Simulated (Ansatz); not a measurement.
## SiC2N4: short molecular dynamics at 1200 K

These are results of DFT PBEsol, scalar-relativistic, plane waves, PAW in Ansatz, not measurements. Cutoff 420 eV, shifted (0.5, 0.5, 0.5 steps) 2×2×2 k-points, Fermi–Dirac smearing of 0.1 eV. The mesh is coarse. No spin polarisation.

28 atoms, starting at 1.06 times the perfect crystal's volume (space group Pn-3m); Langevin thermostat at 1200 K (friction 0.02 fs⁻¹), fixed cell; 61 steps of 2 fs. The run is short and not equilibrated.

First frame:

```
Si C N
1.0
    -6.79912    6.79912    0.00000
     0.00000    6.79912   -6.79912
    -6.79912    0.00000   -6.79912
Si C N
4 8 16
Direct
  0.93853 0.07847 0.98394
  0.59113 0.48767 0.42133
  0.66948 0.81829 0.77564
  0.39382 0.21941 0.13201
  0.85023 0.95508 0.33077
  0.53703 0.31145 0.78894
  0.31667 0.97221 0.85243
  0.03505 0.35150 0.28059
  0.77150 0.44398 0.86284
  0.43846 0.83703 0.35292
  0.85076 0.90087 0.88685
  0.50101 0.32756 0.29105
  0.91834 0.00882 0.17260
  0.54233 0.30587 0.66248
  0.47037 0.89246 0.82541
  0.17250 0.29696 0.18445
  0.80635 0.27939 0.94302
  0.53831 0.68226 0.39591
  0.78541 0.87899 0.82027
  0.41121 0.29428 0.27510
  0.16376 0.00850 0.88709
  0.87827 0.37042 0.38315
  0.80422 0.90695 0.48583
  0.50307 0.29107 0.93817
  0.89357 0.88728 0.99174
  0.52430 0.37250 0.37406
  0.72404 0.59668 0.83223
  0.43779 0.98521 0.24586
```

```yaml
Mean_temperature_over_the_second_half: 1412 K
Mean_pressure_over_the_second_half_kinetic_part_included: -4.9 GPa
Mean_potential_energy_above_the_perfect_crystal_relaxed_at_volume_ratio_1;_besides_heat_the_difference_comes_from_the_volume_6_%_larger;_its_own_run_had_another_smearing_without_effect_beside_its_gap: 219 meV/atom
Mean-square_drift_of_C_from_first_to_last_step_mean_shift_of_all_atoms_removed: 0.25 Å²
Mean-square_drift_of_N_from_first_to_last_step_mean_shift_of_all_atoms_removed: 0.35 Å²
Mean-square_drift_of_Si_from_first_to_last_step_mean_shift_of_all_atoms_removed: 0.12 Å²
```

Pair distribution functions g(r), second half of the run, up to half the cell's height:

```tsv
r (Å)	C-C	C-N	C-Si	N-N
1.05	0.0	0.0	0.0	0.0
1.15	0.0	11.4	0.0	0.0
1.25	0.0	28.6	0.0	0.0
1.35	0.0	1.5	0.0	0.0
1.45	0.0	0.0	0.0	0.0
1.55	0.0	0.0	0.0	0.0
1.65	0.0	0.0	0.0	0.0
1.75	0.0	0.0	0.0	0.0
1.85	0.0	0.0	0.0	0.0
1.95	0.0	0.0	0.0	0.0
2.05	0.0	0.0	0.0	0.0
2.15	0.0	0.0	0.0	0.0
2.25	0.0	0.0	0.0	0.0
2.35	0.0	0.0	0.0	0.9
2.45	0.0	0.0	0.0	3.8
2.55	0.0	0.0	0.0	1.5
2.65	0.0	0.0	0.3	1.6
2.75	0.0	0.0	2.5	2.4
2.85	0.0	0.0	8.9	2.0
2.95	0.0	0.0	9.7	2.2
3.05	0.0	0.2	4.7	1.4
3.15	0.4	0.2	1.5	0.9
3.25	0.2	0.1	0.2	0.3
3.35	0.3	0.0	0.5	0.1
3.45	0.3	0.3	0.6	0.1
3.55	0.2	0.5	0.0	0.1
3.65	0.4	1.7	0.0	0.2
3.75	0.6	2.5	0.0	0.1
3.85	0.8	3.4	0.1	0.4
```

Along the run (potential energy from its first value; pressure with the kinetic part):

```
t (fs) T (K)  ΔE_pot (meV/atom) P (GPa)
   0.0   1157                0.0     -4.6
   4.0   1648              -57.7     -4.2
   8.0   1760              -94.0     -3.5
  12.0   2174             -174.7     -5.2
  16.0   2106             -194.7     -6.8
  20.0   2144             -203.1     -6.8
  24.0   2024             -210.3     -6.2
  28.0   1910             -237.6     -6.3
  32.0   1569             -212.0     -5.4
  36.0   1338             -219.1     -5.9
  40.0   1511             -235.7     -6.4
  44.0   1480             -226.6     -6.0
  48.0   1426             -229.0     -5.5
  52.0   1754             -255.4     -5.6
  56.0   1406             -212.2     -5.3
  60.0   1363             -208.8     -5.2
  64.0   1482             -230.5     -5.2
  68.0   1247             -202.2     -4.8
  72.0   1395             -205.6     -4.8
  76.0   1502             -239.8     -5.1
  80.0   1191             -227.5     -5.1
  84.0   1412             -240.0     -5.7
  88.0   1478             -246.3     -5.8
  92.0   1517             -242.9     -5.2
  96.0   1565             -247.1     -4.8
 100.0   1289             -244.1     -5.0
 104.0   1261             -234.7     -5.1
 108.0   1466             -233.6     -4.8
 112.0   1352             -202.9     -4.4
 116.0   1468             -217.4     -4.2
 120.0   1508             -215.6     -3.1
```

Cost: 1 run of about 34 core-minutes (earlier runs that led there not counted), on Arm Neoverse V1 (shared hosts).